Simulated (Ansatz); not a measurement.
CdO (rock salt)

```
CdO
1.0
    0.00000     2.38384     2.38384
    2.38384     0.00000     2.38384
    2.38384     2.38384     0.00000
O Cd
1 1
Direct
  0.00000   0.00000   0.00000
  0.50000   0.50000   0.50000
```

This relaxed cell (volume V₀) is scaled evenly in all directions, its shape held. Symmetry pins the atoms to their sites.

Method: PBE (plane waves to 420 eV, PAW, scalar-relativistic; Ansatz, a program for electronic structure). k mesh 13×13×13 (Γ-centred), Fermi-Dirac smearing 0.05 eV. E stands for the smeared free energy. Stress and pressure are positive under compression. CdO was relaxed with its symmetry unable to fall. ΔE is measured from the relaxed starting cell. The last digit holds for this mesh only.

```csv
V (Å³/atom),ΔE (meV/atom)
12.192,65.2
12.418,43.7
12.644,27.0
12.869,withheld
13.095,6.3
13.321,1.5
13.547,0.0
13.773,1.4
13.998,5.5
14.224,12.1
14.450,20.8
14.676,31.6
14.901,44.2
```

Task: Fit a third-order Birch-Murnaghan form (E₀, V₀, B₀, B₀′ free) to the given rows and predict ΔE at V = 12.869.

Result: Least squares on the 12 given rows: ΔE = E₀ + (9V₀B₀/16)·y²·[2 + (B₀′ − 4)y], y = (V₀/V)^(2/3) − 1, with V₀ = 13.547 Å³/atom, B₀ = 125.8 GPa (160.2 GPa = 1 eV/Å³; the term in eV is multiplied by 1000), B₀′ = 4.77, E₀ = -0.02 meV/atom; root-mean-square residual 0.03 meV/atom. At 12.869 the fit gives 14.7 meV/atom; the calculation gives 14.7 meV/atom, the same to the digits shown. For the pressure the fit gives 7.3 GPa against the computed 7.3 GPa.

(Under strain, the slope of the energy per volume gives the stress and its curvature an elastic modulus.)
